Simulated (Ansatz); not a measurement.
## Relaxing a structure of NbP

The start is a relaxed NbP cell, doubled along one cell vector, shaken by Gaussian noise of σ = 0.08 Å a coordinate. Cell shape, volume and atoms are optimised at zero target pressure with PBE (plane waves to 420 eV, PAW, scalar-relativistic; Ansatz, a first-principles code). The first steps use a coarse 4×5×5 k-mesh.

Input geometry:
```
CELL_PARAMETERS angstrom
      6.23080     0.00000     0.00000
      0.00000     5.16469     0.00000
      0.00000     0.00000     5.32474
ATOMIC_POSITIONS crystal
  Nb 0.97622 0.98880 0.74082
  Nb 0.48878 0.01048 0.73831
  Nb 0.96311 0.99133 0.26485
  Nb 0.48139 0.02713 0.27126
  P  0.24332 0.71950 0.98861
  P  0.74210 0.70740 0.98181
  P  0.26869 0.29495 0.97237
  P  0.74270 0.27684 0.98395
```

- Energy released: 0.95 eV/atom
- Volume change: -25.9 %, from 21.42 to 15.88 Å³/atom
- Shortest distances (start → end): The closest pairs of elements (up to four, under 3.6 Å), start → end: P–P 2.20 → 2.47 Å; Nb–P 2.36 → 2.55 Å; Nb–Nb 2.49 → 2.97 Å
- Band gap at the end: no gap (metallic)
- Optimiser moves: 26

Relaxed structure:

```cif
data_Nb4P4
_chemical_formula_sum 'Nb4 P4'
_space_group_name_H-M_alt 'Immm'
_space_group_IT_number 71
_space_group_name_Hall '-I 2 2'
_cell_length_a 3.33193
_cell_length_b 5.12171
_cell_length_c 7.44400
_cell_angle_alpha 90.000
_cell_angle_beta 90.000
_cell_angle_gamma 90.000
loop_
_space_group_symop_operation_xyz
  'x, y, z'
  '-x, -y, -z'
  '-x, -y, z'
  'x, y, -z'
  'x, -y, -z'
  '-x, y, z'
  '-x, y, -z'
  'x, -y, z'
  'x+1/2, y+1/2, z+1/2'
  '-x+1/2, -y+1/2, -z+1/2'
  '-x+1/2, -y+1/2, z+1/2'
  'x+1/2, y+1/2, -z+1/2'
  'x+1/2, -y+1/2, -z+1/2'
  '-x+1/2, y+1/2, z+1/2'
  '-x+1/2, y+1/2, -z+1/2'
  'x+1/2, -y+1/2, z+1/2'
loop_
_atom_site_label
_atom_site_type_symbol
_atom_site_symmetry_multiplicity
_atom_site_Wyckoff_symbol
_atom_site_fract_x
_atom_site_fract_y
_atom_site_fract_z
_atom_site_occupancy
Nb1 Nb 4 i 0.00000 0.00000 0.30056 1
P1 P 4 g 0.00000 0.24075 0.00000 1
```
(The calculation used a cell of 4 atoms; values per cell refer to that cell.)

Final values are on a 17×17×17 k-mesh of the relaxed cell. No spin polarisation in the result.

The relaxed structure here is a generated cell of NbP: the first start was made by a random draw of sites in a space group, and the end was not matched to a known phase here, so it may be hypothetical.
